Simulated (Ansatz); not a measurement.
BP (zinc blende), relaxed with HSE06 (Ansatz, a first-principles code, plane waves, PAW): a = 4.5239 Å, b = 4.5239 Å, c = 4.5239 Å, α = 90.00°, β = 90.00°, γ = 90.00°.

| Item | Result |
|---|---|
| gap (eV) | 1.95 |
| B₀ by P(V) fit (GPa) | 174 |

Question: The same phase is relaxed and computed with r²SCAN in the same code. What are the cell and these values now?

Answer: a = b = c = 4.5366 Å, α = β = γ = 90.00°.

gap (eV): 1.41
B₀ by P(V) fit (GPa): 169

All cells were relaxed under the symmetry of their starts (and spin orders); stability against distortions was not tested throughout.

Potentials: the later of the program's two PAW sets.

Ansatz is a plane-wave DFT program.
